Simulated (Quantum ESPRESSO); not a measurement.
Al2SiN2O2, one run as intended and one with a planted mistake

A calculation, not a measurement. The program is pw.x of Quantum ESPRESSO 7.5 (plane-wave density functional theory). The cell is made up: 7 atoms on a wurtzite lattice with one site empty, with randomly drawn elements, strain and displacements, not relaxed. PseudoDojo standard norm-conserving files (v0.5 for PBE, v0.4.1 for LDA and PBEsol) set the functional; there is no spin polarisation, spin-orbit coupling or dispersion term, and the masses in the input are unused placeholders.

Intended input:

```
&control calculation='scf', pseudo_dir='./dojo.nc.sr.pbe.v0_5.standard.upf', outdir='./o', disk_io='low', tprnfor=.true., tstress=.true. /
&system ibrav=0, nat=7, ntyp=4, nbnd=22, ecutwfc=84.00895049, nosym=.true., tot_charge=0,
 occupations='smearing', smearing='fd', degauss=0.0018374661
/
&electrons conv_thr=7.350e-09, electron_maxstep=60, /
ATOMIC_SPECIES
Al 1.0 Al.upf
N 1.0 N.upf
O 1.0 O.upf
Si 1.0 Si.upf
CELL_PARAMETERS angstrom
3.0884 0.0386 0.0118
0.0668 5.1858 0.0102
0.0192 0.0096 4.9791
ATOMIC_POSITIONS angstrom
Al -0.0828 0.005 -0.1664
Al 1.6583 2.5526 -0.0667
Si 1.6222 0.8767 2.3533
N 0.0292 -0.0153 1.8441
O 1.6385 2.6881 1.7542
N 1.6067 0.8969 4.2475
O 0.0591 3.4904 4.3106
K_POINTS automatic
6 4 4 1 1 1
```

The log is shortened where brackets say so; the opening notice, blank lines, dates and the lines on written files are dropped, and the path of the files is cut. It prints rydbergs, bohrs and kilobars, and counts compression as positive stress. Where no state is partly filled, the Fermi energy that it prints is only some level between the filled and the empty states on the mesh, and need not lie in the true gap.

Log of the intended run:

```
     Program PWSCF v.7.5
     Parallel version (MPI & OpenMP), running on       4 processor cores
     Number of MPI processes:                 4
     Threads/MPI process:                     1
     [start-up lines left out]
     bravais-lattice index     =            0
     lattice parameter (alat)  =       5.8367  a.u.
     unit-cell volume          =     538.0453 (a.u.)^3
     number of atoms/cell      =            7
     number of atomic types    =            4
     number of electrons       =        32.00
     number of Kohn-Sham states=           22
     kinetic-energy cutoff     =      84.0090  Ry
     charge density cutoff     =     336.0358  Ry
     scf convergence threshold =      7.3E-09
     mixing beta               =       0.7000
     number of iterations used =            8  plain     mixing
     Exchange-correlation= PBE
                           (   1   4   3   4   0   0   0)
     [axes and pseudopotential details left out]
   Cartesian axes
     site n.     atom                  positions (alat units)
         1        Al     tau(   1) = (  -0.0268077   0.0016188  -0.0538744  )
         2        Al     tau(   2) = (   0.5368988   0.8264415  -0.0215951  )
         3        Si     tau(   3) = (   0.5252109   0.2838444   0.7619152  )
         4        N      tau(   4) = (   0.0094539  -0.0049536   0.5970543  )
         5        O      tau(   5) = (   0.5304883   0.8703116   0.5679479  )
         6        N      tau(   6) = (   0.5201926   0.2903845   1.3751902  )
         7        O      tau(   7) = (   0.0191345   1.1300680   1.3956197  )
     number of k points=    48  Fermi-Dirac smearing, width (Ry)=  0.0018
                       cart. coord. in units 2pi/alat
        k(    1) = (   0.0821305   0.0732405   0.0770828), wk =   0.0416667
        k(    2) = (   0.0815417   0.0729430   0.2321671), wk =   0.0416667
     [further k points left out]
     Dense  grid:    55945 G-vectors     FFT dimensions: (  36,  60,  60)
     Estimated max dynamical RAM per process >      93.46 MB
     Estimated total dynamical RAM >     332.88 MB
     Initial potential from superposition of free atoms
     starting charge      31.9945, renormalised to      32.0000
     Starting wfcs are   28 randomized atomic wfcs
     total cpu time spent up to now is        2.2 secs
     per-process dynamical memory:    70.2 Mb
     Self-consistent Calculation
     iteration #  1     ecut=    84.01 Ry     beta= 0.70
     Davidson diagonalization with overlap
     ethr =  1.00E-02,  avg # of iterations =  3.0
     total cpu time spent up to now is        4.8 secs
     total energy              =    -125.06567719 Ry
     estimated scf accuracy    <       1.89371431 Ry
     iteration #  2     ecut=    84.01 Ry     beta= 0.70
     Davidson diagonalization with overlap
     ethr =  5.92E-03,  avg # of iterations =  2.0
     total cpu time spent up to now is        7.1 secs
     total energy              =    -125.54164900 Ry
     estimated scf accuracy    <       1.86426998 Ry
     [iterations 3 to 9 left out]
     iteration # 10     ecut=    84.01 Ry     beta= 0.70
     Davidson diagonalization with overlap
     ethr =  5.62E-09,  avg # of iterations =  2.0
     total cpu time spent up to now is       25.2 secs
     total energy              =    -125.89314862 Ry
     estimated scf accuracy    <       0.00000045 Ry
     iteration # 11     ecut=    84.01 Ry     beta= 0.70
     Davidson diagonalization with overlap
     ethr =  1.40E-09,  avg # of iterations =  2.0
     total cpu time spent up to now is       27.3 secs
     End of self-consistent calculation
     [lines on levels left out]
     the Fermi energy is     8.2506 ev
!    total energy              =    -125.89314872 Ry
     estimated scf accuracy    <          4.4E-09 Ry
     smearing contrib. (-TS)   =       0.00000000 Ry
     internal energy E=F+TS    =    -125.89314872 Ry
     The total energy is F=E-TS. E is the sum of the following terms:
     one-electron contribution =     -25.02630542 Ry
     hartree contribution      =      32.00850804 Ry
     xc contribution           =     -36.68329289 Ry
     ewald contribution        =     -96.19205845 Ry
     convergence has been achieved in  11 iterations
     Forces acting on atoms (cartesian axes, Ry/au):
     atom    1 type  1   force =     0.10996620   -0.07502400    0.06980768
     atom    2 type  1   force =    -0.02647136    0.12868655    0.04539838
     atom    3 type  4   force =    -0.02741874    0.06393745   -0.03667556
     atom    4 type  2   force =     0.02239449    0.10548873   -0.02025845
     atom    5 type  3   force =    -0.00423023   -0.17522318   -0.01232568
     atom    6 type  2   force =    -0.09013518   -0.00609395   -0.09906423
     atom    7 type  3   force =     0.01589482   -0.04177160    0.05311787
     Total force =     0.337355     Total SCF correction =     0.000103
     Computing stress (Cartesian axis) and pressure
          total   stress  (Ry/bohr**3)                   (kbar)     P=      -99.63
  -0.00059687  -0.00043209   0.00002666          -87.80      -63.56        3.92
  -0.00043209  -0.00036699   0.00027875          -63.56      -53.99       41.01
   0.00002666   0.00027875  -0.00106795            3.92       41.01     -157.10
     init_run     :      2.02s CPU      2.08s WALL (       1 calls)
     electrons    :     24.91s CPU     25.11s WALL (       1 calls)
     forces       :      0.40s CPU      0.41s WALL (       1 calls)
     stress       :      1.54s CPU      1.55s WALL (       1 calls)
     [timing details left out]
     PWSCF        :     29.01s CPU     29.31s WALL
     JOB DONE.
```

A second run has one planted mistake: the k-point mesh is too coarse. The input lines that differ, file-writing options aside:

```
- 6 4 4 1 1 1
+ 2 2 2 1 1 1
```

Its log:

```
     Program PWSCF v.7.5
     Parallel version (MPI & OpenMP), running on       4 processor cores
     Number of MPI processes:                 4
     Threads/MPI process:                     1
     [start-up lines left out]
     bravais-lattice index     =            0
     lattice parameter (alat)  =       5.8367  a.u.
     unit-cell volume          =     538.0453 (a.u.)^3
     number of atoms/cell      =            7
     number of atomic types    =            4
     number of electrons       =        32.00
     number of Kohn-Sham states=           22
     kinetic-energy cutoff     =      84.0090  Ry
     charge density cutoff     =     336.0358  Ry
     scf convergence threshold =      7.3E-09
     mixing beta               =       0.7000
     number of iterations used =            8  plain     mixing
     Exchange-correlation= PBE
                           (   1   4   3   4   0   0   0)
     [axes and pseudopotential details left out]
   Cartesian axes
     site n.     atom                  positions (alat units)
         1        Al     tau(   1) = (  -0.0268077   0.0016188  -0.0538744  )
         2        Al     tau(   2) = (   0.5368988   0.8264415  -0.0215951  )
         3        Si     tau(   3) = (   0.5252109   0.2838444   0.7619152  )
         4        N      tau(   4) = (   0.0094539  -0.0049536   0.5970543  )
         5        O      tau(   5) = (   0.5304883   0.8703116   0.5679479  )
         6        N      tau(   6) = (   0.5201926   0.2903845   1.3751902  )
         7        O      tau(   7) = (   0.0191345   1.1300680   1.3956197  )
     number of k points=     4  Fermi-Dirac smearing, width (Ry)=  0.0018
                       cart. coord. in units 2pi/alat
        k(    1) = (   0.2476162   0.1454078   0.1538462), wk =   0.5000000
        k(    2) = (   0.2487938   0.1460027  -0.1563223), wk =   0.5000000
     [further k points left out]
     Dense  grid:    55945 G-vectors     FFT dimensions: (  36,  60,  60)
     Estimated max dynamical RAM per process >      65.28 MB
     Estimated total dynamical RAM >     220.15 MB
     Initial potential from superposition of free atoms
     starting charge      31.9945, renormalised to      32.0000
     Starting wfcs are   28 randomized atomic wfcs
     total cpu time spent up to now is        1.4 secs
     per-process dynamical memory:    48.3 Mb
     Self-consistent Calculation
     iteration #  1     ecut=    84.01 Ry     beta= 0.70
     Davidson diagonalization with overlap
     ethr =  1.00E-02,  avg # of iterations =  3.0
     total cpu time spent up to now is        1.7 secs
     total energy              =    -125.12930645 Ry
     estimated scf accuracy    <       1.84160197 Ry
     iteration #  2     ecut=    84.01 Ry     beta= 0.70
     Davidson diagonalization with overlap
     ethr =  5.76E-03,  avg # of iterations =  2.0
     total cpu time spent up to now is        1.9 secs
     total energy              =    -125.59904879 Ry
     estimated scf accuracy    <       1.80503246 Ry
     [iterations 3 to 9 left out]
     iteration # 10     ecut=    84.01 Ry     beta= 0.70
     Davidson diagonalization with overlap
     ethr =  5.44E-09,  avg # of iterations =  2.0
     total cpu time spent up to now is        3.8 secs
     total energy              =    -125.93616335 Ry
     estimated scf accuracy    <       0.00000057 Ry
     iteration # 11     ecut=    84.01 Ry     beta= 0.70
     Davidson diagonalization with overlap
     ethr =  1.77E-09,  avg # of iterations =  2.0
     total cpu time spent up to now is        4.1 secs
     End of self-consistent calculation
     [lines on levels left out]
     the Fermi energy is     7.6044 ev
!    total energy              =    -125.93616347 Ry
     estimated scf accuracy    <          4.0E-09 Ry
     smearing contrib. (-TS)   =       0.00000000 Ry
     internal energy E=F+TS    =    -125.93616347 Ry
     The total energy is F=E-TS. E is the sum of the following terms:
     one-electron contribution =     -24.99430904 Ry
     hartree contribution      =      31.90872038 Ry
     xc contribution           =     -36.65851636 Ry
     ewald contribution        =     -96.19205845 Ry
     convergence has been achieved in  11 iterations
     Forces acting on atoms (cartesian axes, Ry/au):
     atom    1 type  1   force =     0.10858153   -0.08061432    0.07454522
     atom    2 type  1   force =    -0.02610512    0.12595282    0.04821279
     atom    3 type  4   force =    -0.02666753    0.07396947   -0.03291024
     atom    4 type  2   force =     0.02207781    0.09144975   -0.02747073
     atom    5 type  3   force =    -0.00415503   -0.17675005   -0.01197031
     atom    6 type  2   force =    -0.08987201    0.00334069   -0.10097672
     atom    7 type  3   force =     0.01614036   -0.03734836    0.05057000
     Total force =     0.336875     Total SCF correction =     0.000092
     Computing stress (Cartesian axis) and pressure
          total   stress  (Ry/bohr**3)                   (kbar)     P=     -103.62
  -0.00091685  -0.00042992   0.00002853         -134.87      -63.24        4.20
  -0.00042992  -0.00021286   0.00027770          -63.24      -31.31       40.85
   0.00002853   0.00027770  -0.00098349            4.20       40.85     -144.68
     init_run     :      1.25s CPU      1.27s WALL (       1 calls)
     electrons    :      2.65s CPU      2.68s WALL (       1 calls)
     forces       :      0.10s CPU      0.11s WALL (       1 calls)
     stress       :      0.22s CPU      0.22s WALL (       1 calls)
     [timing details left out]
     PWSCF        :      4.36s CPU      4.43s WALL
     JOB DONE.
```

|  | intended run | run with the mistake |
| --- | --- | --- |
| free energy (eV) | -1712.864 | -1713.449 |
| smearing term -TS (eV) | 0.0000 | 0.0000 |
| pressure (GPa) | -9.96 | -10.36 |
| largest force component (eV/Å) | 4.505 | 4.544 |
| largest change of a force component (eV/Å) |  | 0.361 |
| iterations | 11 | 11 |

For scale, a rerun of the intended cell at 1437 eV and a 8 x 6 x 6 mesh moved values by no more than 0.002 eV in energy, 0.02 GPa in stress and 0.003 eV/Å in force.